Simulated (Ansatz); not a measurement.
## ZnS: from a starting cell to a relaxed one

The start is a generated cell, ZnS placed in the 4H structure type. The cell and all atomic positions are relaxed at zero pressure with r2SCAN (plane waves to 500 eV, PAW, scalar-relativistic; Ansatz, a program for electronic structure). The first steps use a 10×10×3 k-mesh.

Initial structure:
```yaml
crystal:
  lattice:
    - [3.82552, 0.00000, 0.00000]
    - [-1.91276, 3.31300, 0.00000]
    - [0.00000, 0.00000, 12.52377]
  atoms:
    - { symbol: Zn, position: [0.00000, 0.00000, 0.00000] }
    - { symbol: Zn, position: [0.00000, 0.00000, 0.50000] }
    - { symbol: Zn, position: [0.66667, 0.33333, 0.75018] }
    - { symbol: Zn, position: [0.33333, 0.66667, 0.25018] }
    - { symbol: S, position: [0.00000, 0.00000, 0.81216] }
    - { symbol: S, position: [0.00000, 0.00000, 0.31216] }
    - { symbol: S, position: [0.66667, 0.33333, 0.56329] }
    - { symbol: S, position: [0.33333, 0.66667, 0.06329] }
```

Problem. How large is the pressure on the unrelaxed cell, and of which sign?

Solution. -1.0 GPa (negative: the cell is under tension).

Problem. How does the volume change?

Solution. -1.4 %, from 19.84 to 19.57 Å³/atom.

Problem. How do the shortest distances between atoms change?

Solution. The closest pairs of elements (up to four, under 3.6 Å), start → end: S–Zn 2.34 → 2.33 Å.

Problem. Write out the relaxed structure.

Solution. 
```cif
data_S4Zn4
_chemical_formula_sum 'Zn4 S4'
_space_group_name_H-M_alt 'P63mc'
_space_group_IT_number 186
_space_group_name_Hall 'P 6c -2c'
_cell_length_a 3.80810
_cell_length_b 3.80810
_cell_length_c 12.46724
_cell_angle_alpha 90.000
_cell_angle_beta 90.000
_cell_angle_gamma 120.000
loop_
_atom_site_label
_atom_site_type_symbol
_atom_site_symmetry_multiplicity
_atom_site_Wyckoff_symbol
_atom_site_fract_x
_atom_site_fract_y
_atom_site_fract_z
_atom_site_occupancy
Zn1 Zn 2 a 0.00000 0.00000 0.00006 1
Zn2 Zn 2 b 0.33333 0.66667 0.25007 1
S1 S 2 a 0.00000 0.00000 0.31292 1
S2 S 2 b 0.33333 0.66667 0.06257 1
```

The space group stays P6₃mc (No. 186) (the run could not lower it); the end is AFLOW prototype AB_hP8_186_ab_ab (B5, as in SiC), with 8 atoms in the primitive cell. No spin polarisation in the result.

The run could not lose the symmetry of its start.

The first start was generated by placing the elements on the sites of a structure type. A measured structure of ZnS has the same space group, P6₃mc (No. 186); the sites were not compared with it.
